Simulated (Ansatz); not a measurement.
Input:

TiO₂:
```
CELL_PARAMETERS angstrom
      4.54792     0.00000     0.00000
      0.00000     4.54792     0.00000
      0.00000     0.00000     2.91732
ATOMIC_POSITIONS crystal
  Ti 0.50000 0.50000 0.00000
  Ti 0.00000 0.00000 0.50000
  O  0.69604 0.69604 0.50000
  O  0.30396 0.30396 0.50000
  O  0.80396 0.19604 0.00000
  O  0.19604 0.80396 0.00000
```

This is the LDA-relaxed structure.

All from LDA in the plane-wave PAW code Ansatz, unless another level is named. Predict the formation energy from the elements (no fitted shifts).

-3.20 eV/atom.

What about the band gap?

1.86 eV (direct).

Next, the electron effective mass?

0.52, 1.1, 1.1 mₑ (principal values).

What about the weight of the conduction-edge state by species (Voronoi cells)?

Ti 84 %, O 16 %.

Predict the weight of the valence-edge state by species (Voronoi cells).

O 96 %, Ti 4 %.

What about the valence-band maximum?

at Γ.

Space group P4_2/mnm (rutile). Symmetry was held in the LDA relaxation; phonons on a q-mesh show weakly imaginary modes. The run is not spin-polarised. The references are the lowest solids computed at this level, not always the standard phases (solids in place of the gases).

Potentials: the later of the program's two PAW sets.
